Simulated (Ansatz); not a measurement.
## SiO₂: a ladder of calculations

Cell of run 1: a structure deposited in the COD, taken as it stands.

```cif
data_SiO2
_symmetry_space_group_name_H-M 'P4_12_12'
_symmetry_Int_Tables_number 92
_cell_length_a 4.9640
_cell_length_b 4.9640
_cell_length_c 6.9200
_cell_angle_alpha 90.000
_cell_angle_beta 90.000
_cell_angle_gamma 90.000
loop_
_atom_site_label
_atom_site_type_symbol
_atom_site_symmetry_multiplicity
_atom_site_Wyckoff_symbol
_atom_site_fract_x
_atom_site_fract_y
_atom_site_fract_z
Si Si 4 a 0.3000 0.3000 0.0000
O O 8 b 0.2450 0.1000 0.1750
```

One atom of each set is listed.

Relaxed positions (PBE, cell held):

Si (0.3059, 0.3059, 0.0000)
O (0.2366, 0.1180, 0.1858)

All runs are DFT with Ansatz 0.2.0 (plane waves and PAW, scalar-relativistic unless spin–orbit coupling is named, Γ-centred meshes, Fermi–Dirac smearing where given) in this cell.

Run 1: PBE, gradients read without the response of the cores, atoms as given; 420 eV, 5×5×4 k-points, smearing 0.02 eV.
Run 2: PBE, gradients read without the response of the cores, atoms relaxed; 420 eV, 5×5×4 k-points, smearing 0.02 eV.
Run 3: r2SCAN, gradients read without the response of the cores, at the relaxed atoms; 500 eV, 5×5×4 k-points, smearing 0.02 eV.

(1) What does each run give, and what moves the gradients most?

Answers

(1) 

```tsv
run	Si V_zz (η)	O V_zz (η)
1	-0.51 (0.07)	9.23 (0.11)
2	-0.36 (0.74)	9.71 (0.20)
3	-0.36 (0.69)	9.63 (0.20)
```

V_zz in 10²¹ V/m². Against run 1, the gradient tensors on these sites move by at most 0.79 in run 2 (O), 0.73 in run 3 (O). Taken one at a time, the positions of the atoms (as given or relaxed) move the tensors on these sites by up to 0.79 (largest principal value of the change, on O), the functional (r2SCAN with its higher cutoff) by 0.09 (O).

In runs 1, 3 the atoms aren't at the calculated equilibrium (largest force 0.81, 0.31 eV/Å). The cell isn't the equilibrium one in run 1 (calculated pressure 11 GPa), and the entry's cell may itself be off.
